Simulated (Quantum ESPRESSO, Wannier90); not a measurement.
# Wannierisation of CsH (CsCl type)

Structure: Materials Project mp-632319, symmetrised, not relaxed again. Not found in the COD (Crystallography Open Database) copy used, which has the formula in other groups; not checked further. Method: PBEsol plane waves in Quantum ESPRESSO 7.5 (PseudoDojo norm-conserving files, 58 Ry, no spin polarisation, no spin-orbit coupling), Bloch states on a 8×8×8 mesh through Γ, Wannier90 4.0.1. Density: 8×8×8 mesh, cold smearing 0.01 Ry. Spin-orbit coupling is left out although heavy elements are present.

```
begin unit_cell_cart
ang
    3.8184100000    0.0000000000    0.0000000000
    0.0000000000    3.8184100000    0.0000000000
    0.0000000000    0.0000000000    3.8184100000
end unit_cell_cart
mp_grid = 8 8 8
```

**Question.** Which shells of neighbouring k-points and which b-vectors and weights does Wannier90 pick for this cell and mesh?

**Answer.** 
```
 *---------------------------------- K-MESH ----------------------------------*
 +----------------------------------------------------------------------------+
 |                    Distance to Nearest-Neighbour Shells                    |
 |                    ------------------------------------                    |
 |          Shell             Distance (Ang^-1)          Multiplicity         |
 |          -----             -----------------          ------------         |
 |             1                   0.205687                      6            |
 |             2                   0.290886                     12            |
 |             3                   0.356261                      8            |
 |             4                   0.411374                      6            |
 |             5                   0.459931                     24            |
 |             6                   0.503829                     24            |
 |             7                   0.581771                     12            |
 |             8                   0.617062                     30            |
       ... (lines left out)
 +----------------------------------------------------------------------------+
 | The b-vectors are chosen automatically                                     |
 | The following shells are used:                       1                     |
 +----------------------------------------------------------------------------+
 |                        Shell   # Nearest-Neighbours                        |
 |                        -----   --------------------                        |
 |                          1               6                                 |
 +----------------------------------------------------------------------------+
 | Completeness relation is fully satisfied [Eq. (B1), PRB 56, 12847 (1997)]  |
 +----------------------------------------------------------------------------+
 |                  b_k Vectors (Ang^-1) and Weights (Ang^2)                  |
 |                  ----------------------------------------                  |
 |            No.         b_k(x)      b_k(y)      b_k(z)        w_b           |
 |            ---        --------------------------------     --------        |
 |             1         0.000000    0.000000    0.205687    11.818309        |
 |             2         0.000000    0.205687    0.000000    11.818309        |
 |             3         0.205687    0.000000    0.000000    11.818309        |
 |             4         0.000000    0.000000   -0.205687    11.818309        |
 |             5         0.000000   -0.205687    0.000000    11.818309        |
 |             6        -0.205687    0.000000    0.000000    11.818309        |
```
